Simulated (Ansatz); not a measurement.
Sn (diamond)

```
Sn
1.0
    0.00000     3.28336     3.28336
    3.28336     0.00000     3.28336
    3.28336     3.28336     0.00000
Sn
2
Direct
  0.25000   0.25000   0.25000
  0.00000   0.00000   0.00000
```

The slice is a {110} plane (indices of the conventional cell) through the point (0.250, 0.250, 0.250) (fractional), spanned by u = [100] and v = [1 -1 -1] in vectors of this cell: u (4.64 Å) and v (6.57 Å, at 90° to u). It covers one period; positions are fractions (u, v).

These are r2SCAN (plane waves to 500 eV, PAW, scalar-relativistic; Ansatz, an electronic-structure program) values and carry that method's errors. k mesh 12×12×12. These are valence fields of a PAW run, semicore shells included where kept as valence: close to a nucleus they are smooth pseudo fields. Sn was relaxed with its symmetry unable to fall.

Problem. What is the valence density on the shortest Sn–Sn line in this plane (2.84 Å), at its midpoint?

Solution. 0.36 e/Å³.

Problem. Predict the map of the electrostatic potential energy of an electron, from the cell's mean on the slice.

Solution. 
```tsv
v \ u	0.00	0.09	0.17	0.26	0.35	0.43	0.52	0.61	0.70	0.78	0.87	0.96
0.88	x	x	<-4.0	0.7	3.3	4.1	4.2	3.8	2.3	-1.8	<-4.0	x
0.75	2.5	2.8	3.4	3.9	4.3	4.4	4.4	4.4	4.1	3.7	3.1	2.5
0.62	4.2	4.3	4.4	4.4	4.3	4.3	4.3	4.3	4.4	4.4	4.3	4.3
0.50	4.4	4.4	4.2	3.8	3.2	2.6	2.5	2.9	3.5	4.0	4.3	4.4
0.38	4.2	4.0	2.8	-0.4	<-4.0	x	x	x	-3.6	1.6	3.6	4.2
0.25	2.5	2.4	1.0	<-4.0	x	x	x	x	x	-1.5	2.1	2.5
0.12	x	x	<-4.0	-2.1	<-4.0	x	x	x	-3.9	-2.7	<-4.0	x
0.00	x	x	x	-3.8	1.7	2.5	2.5	2.3	0.0	<-4.0	x	x
```

Values: electrostatic potential energy of an electron, from the cell's mean, in eV. Points within 1 Å of a nucleus are blanked (x), as the pseudised field means little there. Values under -4 eV are set to -4. The zero, the cell's mean, hangs on the PAW cores.
